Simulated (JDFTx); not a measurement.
Os(0001) slab cut from bulk Os (space group P6_3/mmc, indices of the conventional cell, lattice of the Materials Project entry mp-49, not re-optimised): 4 atoms in 4 planes, a 1x1 cell of 6.53 Å² (|a| = 2.746, |b| = 2.746 Å), 6.4 Å between the outermost planes, cell height 22.5 Å, 10×10×1 k mesh, Fermi smearing 0.01 Ha, no spin polarisation.

Method: PBE, GBRV ultrasoft potentials, plane waves to 20/100 Ha, in a modified build of JDFTx. Liquid: CANDLE, water, 1 M NaCl. The neutral cell holds 64 valence electrons and has two faces of 6.531 Å² each. Last filling lines of the neutral and of a charged run (μ in hartree, zero in the bulk liquid):

```
FillingsUpdate:  mu: -0.182466255  nElectrons: 64.000000
FillingsUpdate:  mu: -0.216454000  nElectrons: 63.893778
```

Worked example: both potentials, by the convention U = −μ/e − 4.44 V vs SHE, the surface charge density and the mean capacitance.

U_pzc = 0.18247 × 27.2114 − 4.44 = 0.53 V; U = 0.21645 × 27.2114 − 4.44 = 1.45 V. The cell has -0.1062 excess electrons, a net charge of 0.1062 e, shared by two faces: σ = 0.1062 e / (2 × 6.531 Å²) = 0.00813 e/Å² = 13.0 μC/cm² (1 e/Å² = 1602.18 μC/cm²). C = σ/(U − U_pzc) = 13.0/0.92 ≈ 14 μF/cm².
